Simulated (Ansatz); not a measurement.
Ansatz (an electronic-structure program) input:

Ansatz 0.2 input:
```yaml
crystal:
  lattice:
    - [1.9753154003, 1.1404488781, 6.5441709255]
    - [-1.9753154003, 1.1404488781, 6.5441709255]
    - [0.0, -2.2808977561, 6.5441709255]
  atoms:
    - { symbol: Zn, position: [0.5008866176, 0.5008866176, 0.5008866176] }
    - { symbol: Hg, position: [0.9965907904, 0.9965907904, 0.9965907904] }
    - { symbol: S, position: [0.8690305806, 0.8690305806, 0.8690305806] }
    - { symbol: S, position: [0.3835080114, 0.3835080114, 0.3835080114] }
kpoints:
  mp_grid: { grid: [7, 7, 7] }
  band_path:
    path:
      - [[0.0, 0.0, 0.0], [0.5, 0.5, 0.5], [0.8130867793, 0.1869132207, 0.5]]  # Γ-T-H_2
      - [[0.5, -0.1869132207, 0.1869132207], [0.5, 0.0, 0.0], [0.0, 0.0, 0.0], [0.3434566104, -0.3434566104, 0.0]]  # H_0-L-Γ-S_0
      - [[0.6565433896, 0.0, 0.3434566104], [0.5, 0.0, 0.5], [0.0, 0.0, 0.0]]  # S_2-F-Γ
      - [VBM, CBM]
    npoints: 10
basis: { xc_grid: 2 }
hamiltonian:
  xc: pbesol
  pseudopotentials: { kind: paw }
magnetization: { noncollinear: true, spin_orbit: true }
scf:
  n_extra_bands: 12
  convergence: { dr2_threshold: 0.0000000001 }
  occupations: { method: gaussian, width: 0.01 }
checkpoint: { write: soc.run }
output: { eigenvalues: true }
```

Output (shortened):

```
basis.fft_grid_basis auto: the FFT boxes are laid along the combinations [[1, 0, -1], [0, 1, -1], [0, 0, 1]] of the cell's own vectors, 3.951, 3.951 and 6.930 …
Pseudopotential: Zn, paw_fr, valence charge 12
Pseudopotential: Hg, paw_fr, valence charge 20
Pseudopotential: S, paw_fr, valence charge 6
Functional definition: PBEsol
non-collinear run that drives no moment, with spin-orbit …
Crystal: 4 atoms, lattice volume = 88.454 Å³
Basis set: ecut = 420 eV, 1749 PW (Γ), FFT grids on a1−a3, a2−a3, a3, exchange–correlation on 54×54×96 points (8 copies of the dense FFT grid, shifted against one another)
Bands: 56, of which v1, the nominal top of the filled ones, is band 44 counted from 1 (43 counted from 0)
Symmetry: 6 space group operations + 6 with time reversal
k-points: 44 of 343 (time reversal used)
Projection manifold: j_resolved (fully-relativistic pseudo-atomic orbitals)
SCF iter   1: F=—  HF=-18760.789210 eV  |F-HF|=—  |Δ(HF+E_count)|=         —  Δρ=3.40e-2  dr2=1.02e0  dr2_m=0.00e0 (ungated)  ethr=3.10e-3  |M|=0.00e0 ∫|m|=0.00e0 μB  |m|>n=0.0e0 m-floor=0.0e0 τ_xc=0.0e0  β_m=0.30  ⟨swp⟩=7.9  Hψ=12131  notcnv=0  defer=25
preconditioner: auto → Resta (q_TF=auto, 2.429 Å⁻¹)
spin=Noncollinear: Resta preconditioning applied to the charge; magnetization (m_x, m_y, m_z) channels mix plain (no charge-response kernel on spin).
SCF iter   2: F=—  HF=-18760.632079 eV  |F-HF|=—  |Δ(HF+E_count)|=   1.57e-1  Δρ=2.13e-2  dr2=4.16e-1  dr2_m=0.00e0 (ungated)  ethr=2.31e-3  |M|=0.00e0 ∫|m|=0.00e0 μB  |m|>n=0.0e0 m-floor=0.0e0 τ_xc=0.0e0  β_m=0.53  ⟨swp⟩=1.7  Hψ=3015  notcnv=0  defer=264
SCF iter   3: F=—  HF=-18760.534030 eV  |F-HF|=—  |Δ(HF+E_count)|=   9.80e-2  Δρ=8.13e-3  dr2=4.40e-2  dr2_m=0.00e0 (ungated)  ethr=9.46e-4  |M|=0.00e0 ∫|m|=0.00e0 μB  |m|>n=0.0e0 m-floor=0.0e0 τ_xc=0.0e0  β_m=0.49  ⟨swp⟩=3.1  Hψ=3552  notcnv=0  defer=288
SCF iter   4: F=—  HF=-18760.521599 eV  |F-HF|=—  |Δ(HF+E_count)|=   1.24e-2  Δρ=2.65e-3  dr2=5.67e-3  dr2_m=0.00e0 (ungated)  ethr=9.99e-5  |M|=0.00e0 ∫|m|=0.00e0 μB  |m|>n=0.0e0 m-floor=0.0e0 τ_xc=0.0e0  β_m=0.70  ⟨swp⟩=2.9  Hψ=4435  notcnv=0  defer=282
SCF iter   5: F=—  HF=-18760.522466 eV  |F-HF|=—  |Δ(HF+E_count)|=   8.67e-4  Δρ=6.88e-4  dr2=4.36e-4  dr2_m=0.00e0 (ungated)  ethr=1.29e-5  |M|=0.00e0 ∫|m|=0.00e0 μB  |m|>n=0.0e0 m-floor=0.0e0 τ_xc=0.0e0  β_m=0.81  ⟨swp⟩=2.0  Hψ=3660  notcnv=0  defer=282
SCF iter   6: F=—  HF=-18760.522654 eV  |F-HF|=—  |Δ(HF+E_count)|=   1.88e-4  Δρ=1.73e-4  dr2=3.89e-5  dr2_m=0.00e0 (ungated)  ethr=9.90e-7  |M|=0.00e0 ∫|m|=0.00e0 μB  |m|>n=0.0e0 m-floor=0.0e0 τ_xc=0.0e0  β_m=0.91  ⟨swp⟩=2.6  Hψ=3927  notcnv=0  defer=282
SCF iter   7: F=—  HF=-18760.522694 eV  |F-HF|=—  |Δ(HF+E_count)|=   4.02e-5  Δρ=6.51e-5  dr2=5.48e-6  dr2_m=0.00e0 (ungated)  ethr=8.84e-8  |M|=0.00e0 ∫|m|=0.00e0 μB  |m|>n=0.0e0 m-floor=0.0e0 τ_xc=0.0e0  β_m=0.95  ⟨swp⟩=2.5  Hψ=3681  notcnv=0  defer=282
SCF iter   8: F=—  HF=-18760.522698 eV  |F-HF|=—  |Δ(HF+E_count)|=   4.26e-6  Δρ=2.00e-5  dr2=3.06e-7  dr2_m=0.00e0 (ungated)  ethr=1.25e-8  |M|=0.00e0 ∫|m|=0.00e0 μB  |m|>n=0.0e0 m-floor=0.0e0 τ_xc=0.0e0  β_m=0.95  ⟨swp⟩=2.0  Hψ=3733  notcnv=0  defer=282
SCF iter  13: F=-18760.522724 eV  HF=-18760.522724 eV  |F-HF|=3.64e-12  |Δ(HF+E_count)|=  4.37e-11  Δρ=1.14e-7  dr2=1.44e-11  dr2_m=0.00e0 (ungated)  ethr=1.00e-12  |M|=0.00e0 ∫|m|=0.00e0 μB  |m|>n=0.0e0 m-floor=0.0e0 τ_xc=0.0e0  ⟨swp⟩=3.0  Hψ=4776  notcnv=0
SCF 1 converged in 13 iterations: F = -18760.522724 eV  dr2 = 1.44e-11
NSCF: frozen V_eff on 32 k-points
NSCF: frozen V_eff on 32 k-points
NSCF: frozen V_eff on 32 k-points
NSCF: frozen V_eff on 10 k-points
NSCF: frozen V_eff on 4 k-points
NSCF: frozen V_eff on 3 k-points
NSCF: frozen V_eff on 3 k-points
NSCF: frozen V_eff on 3 k-points
NSCF: frozen V_eff on 3 k-points
NSCF: frozen V_eff on 84 k-points
SCF converged after 13 iterations
Magnetization: |M| = 0.0000 μB,  M = (+0.0000, +0.0000, +0.0000) μB
Absolute magnetization: 0.0000 μB (∫|m|)
  site 0: m = (+0.0000, +0.0000, +0.0000) μB, |m| = 0.0000 μB  (R = 0.95 Å)
  site 1: m = (+0.0000, +0.0000, +0.0000) μB, |m| = 0.0000 μB  (R = 1.03 Å)
  site 2: m = (+0.0000, +0.0000, +0.0000) μB, |m| = 0.0000 μB  (R = 0.98 Å)
  site 3: m = (+0.0000, +0.0000, +0.0000) μB, |m| = 0.0000 μB  (R = 0.95 Å)
Free energy (F): -18760.522724 eV
Harris-Foulkes:  -18760.522724 eV  (|F-HF|=3.64e-12)
Internal energy: -18760.522724 eV  (E = F + TS)
E sigma→0 (E₀):  -18760.522724 eV
Fermi energy:    7.645224 eV
--- Per-component energies (eV) ---
  E_band       = -497.191094
  E_kinetic    = 947.722040
  E_local      = -5512.424236  (includes V_loc(G=0)·N_el)
  E_nonlocal   = 734.294958
  E_hartree    = 2331.698986
  E_xc         = -546.325096
  E_vxc        = -488.325660  (∫ρ·V_xc dr)
  E_paw        = -12789.102866  (= ΣΔE_a)
  E_vpaw       = -841.856571  (= ΣTr[D̂ρ^β])
  E_aug_tail   = 0.000507  (compensation charges beyond the density's cutoff)
  E_ewald      = -3927.645542
  E_core_change = 1.258523  (= ΣΔE_core)
  E_smearing   =  0.000000  (= −TS)
  E_closure    =  0.000000  (closes the sum)
  Σ components = -18760.522724   (vs F -18760.522724, Δ=0.00e0)
  [band-id]    e_kinetic+e_local+e_nonlocal+2·e_hartree+e_vxc+e_vpaw+e_augmentation_tail = -497.190989   (vs E_band -497.191094, Δ=1.05e-4)
--- Band table (eV; the first three rows and the last of 44) ---
  k-point 0: bands = ["-106.5515", "-106.5515", "-68.6541", "-68.6541", "-50.3320", "-50.3320", "-50.3128", "-50.3128", "-6.0212", "-6.0212", "-5.2194", "-5.2194", "-0.2385", "-0.2385", "-0.1415", "-0.1415", "0.5057", "0.5057", "0.7235", "0.7235", "0.7586", …
  k-point 1: bands = ["-106.5515", "-106.5515", "-68.6541", "-68.6541", "-50.3321", "-50.3320", "-50.3131", "-50.3131", "-5.9046", "-5.9034", "-5.1753", "-5.1657", "-0.2193", "-0.2077", "-0.1303", "-0.0925", "0.5226", "0.5250", "0.6852", "0.7447", "0.7457", …
  k-point 2: bands = ["-106.5515", "-106.5515", "-68.6541", "-68.6541", "-50.3323", "-50.3322", "-50.3137", "-50.3137", "-5.6056", "-5.6051", "-5.0847", "-5.0713", "-0.2062", "-0.1488", "-0.0236", "0.0294", "0.5578", "0.5701", "0.6627", "0.8110", "0.8172", …
  k-point 43: bands = ["-106.5515", "-106.5515", "-68.6541", "-68.6541", "-50.3321", "-50.3320", "-50.3131", "-50.3131", "-5.6644", "-5.6604", "-5.4537", "-5.4469", "-0.2568", "-0.2078", "-0.1583", "-0.1531", "0.5105", "0.5322", "0.5422", "0.5560", "0.7751", …
```

Cost: very roughly 2.6 core-minutes on shared cores.

Space group R3m. The workflow started from a Materials Project entry (that database holds measured and hypothetical structures alike); the Crystallography Open Database copy checked does not list it. Whether it is the stable phase at ambient conditions was not checked. Symmetry was held in the PBEsol relaxation; of distortions, only those at the zone centre were tested.

Potentials: the later of the program's two PAW sets.

Ansatz is a plane-wave DFT program.
